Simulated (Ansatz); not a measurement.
TlBr (CsCl type, Pm-3m), the program Ansatz at the PBE+D3(BJ) level (PAW). The conduction-band minimum lies at X, with 3 equivalent valleys. Second derivatives d²E/dk² of the lowest band at one valley (eV·Å²), along Cartesian directions:

```csv
direction,d²E/dk²
[100],33.73
[010],33.73
[001],47.30
[110],33.73
[101],40.49
[011],40.49
```

Problem. Find the principal effective masses, the density-of-states mass and the conductivity mass.

Solution. Off-diagonal terms follow from H_xy = H[110] − (H_xx + H_yy)/2, and m*/mₑ = 7.620 eV·Å² over each eigenvalue: 0.16, 0.23, 0.23. One valley's DOS mass (m₁m₂m₃)^(1/3) = 0.20, conductivity mass 3/(Σ 1/mᵢ) = 0.20 mₑ.

Problem. What effective density of states Nc follows at 300 K for parabolic valleys?

Solution. Nc = 2.509e19 × 3 × (0.20)^(3/2) ≈ 6.7e18 cm⁻³.

Problem. With the computed static dielectric constant 48.6 (mean of the diagonal), estimate a hydrogenic donor's binding energy and radius.

Solution. E = 13.606 eV × 0.20/48.6² ≈ 1.2 meV; a = 0.529 Å × ε/m* ≈ 130 Å. Semilocal masses tend to be too small where the gap is.

Problem. With ε∞ = 6.04 and ω_LO = 107 cm⁻¹, what Fröhlich coupling constant follows?

Solution. α = (1/ε∞ − 1/ε0) √(m* × 13.606 eV/ħω_LO) = 2.1.

The cell was relaxed with PBE+D3(BJ) under the symmetry of its start; phonons on a q-mesh show no instability. Scalar-relativistic: spin–orbit coupling is off unless named, which matters more the heavier the elements.

Potentials: the later of the program's two PAW sets.
